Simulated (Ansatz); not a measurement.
A relaxed structure of CuI is spoiled in several ways and relaxed again each time (noise and exchanges are one random draw each; pressure is positive under compression). Computed with PBE (plane waves to 420 eV, PAW, scalar-relativistic; Ansatz, an electronic-structure program).

Space group F-43m (No. 216); a = 6.0778 Å, b = 6.0778 Å, c = 6.0778 Å, α = 90.00°, β = 90.00°, γ = 90.00°

```tsv
atom	site	symmetry	x	y	z
I	4c	-43m	0.2500	0.2500	0.2500
Cu	4a	-43m	0.0000	0.0000	0.0000
```
(The calculation used a cell of 2 atoms; values per cell refer to that cell.)

```csv
change,first pressure (GPa),first V (Å³/atom),released (eV/atom),moves,outcome,final group,E − E(parent) (eV/atom)
with every coordinate shifted by Gaussian noise of σ = 0.1 Å,1.3,28.06,0.047,3,returns to the parent,F-43m,0.000
with every coordinate shifted by Gaussian noise of σ = 0.1 Å,1.1,28.06,0.036,3,returns to the parent,F-43m,0.000
"deformed by the Cartesian strain tensor (xx, yy, zz, yz, xz, xy) = (-0.082, 0.099, 0.015, -0.076, -0.002, 0.082)",2.1,28.40,0.15,7,returns to the parent,F-43m,0.000
"doubled along one cell vector, shaken by Gaussian noise of σ = 0.08 Å a coordinate",0.1,28.06,0.005,2,returns to the parent,Cc (nearly F-43m),0.000
```

First-step values come from each run's starting, coarser k-mesh (7×7×7, 7×7×6, 7×7×4). Each cell has its own k-point mesh; energy differences are given only to the digits this allows. No spin polarisation in the result.
